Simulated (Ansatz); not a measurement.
**Lu: computed property card**

Lu:
```cif
data_Lu3
_chemical_formula_sum 'Lu3'
_space_group_name_H-M_alt 'P 1'
_space_group_IT_number 1
_cell_length_a 8.67357
_cell_length_b 8.67357
_cell_length_c 8.67357
_cell_angle_alpha 23.094
_cell_angle_beta 23.094
_cell_angle_gamma 23.094
loop_
_space_group_symop_operation_xyz
  'x, y, z'
loop_
_atom_site_label
_atom_site_type_symbol
_atom_site_fract_x
_atom_site_fract_y
_atom_site_fract_z
_atom_site_occupancy
Lu1 Lu 0.00000 0.00000 0.00000 1
Lu2 Lu 0.77847 0.77847 0.77847 1
Lu3 Lu 0.22153 0.22153 0.22153 1
```
The run is spin-polarised; directions of the spins, atom by atom: ↑ ↑ ↑.

Space group R-3m (No. 166), 9R (Sm type); conventional cell a = b = 3.472 Å, c = 25.316 Å, α = β = 90.00°, γ = 120.00°.

Method: DFT-r²SCAN in the program Ansatz with PAW potentials. Geometry: relaxed at this level of theory. Other levels are named where they apply.

### Cell and energy

```
Quantity             Result
---------------  ----------
Volume per atom    29.37 Å³
Density          9.89 g/cm³
```

### Electronic structure

```
Item                                                                        Result
------------------------------------  --------------------------------------------
Electronic character                                             metallic (no gap)
Density of states at the Fermi level  0.97 states/eV per atom (mean over ±0.08 eV)
```

### Magnetism

```
Item                       Value
--------------  ----------------
Magnetic order     ferromagnetic
Net moment      0.51 μB per atom
```

The first step of the workflow began from a Materials Project structure, measured or hypothetical; the Crystallography Open Database copy checked does not list it. It is not the phase usual at ambient conditions (space group No. 194). The cell was relaxed with r²SCAN under the symmetry of its start; whether a distortion lowers the energy is not shown. Magnetic state: ferromagnetic, the only order run, not a proven ground state. Other orbital occupations within this spin state were not tried. Axis ratios of metals converge slowly with the k-mesh, so a and c are less sure than the volume. Spin–orbit coupling is left out wherever it is not named.

Potentials: the later of the program's two PAW sets.
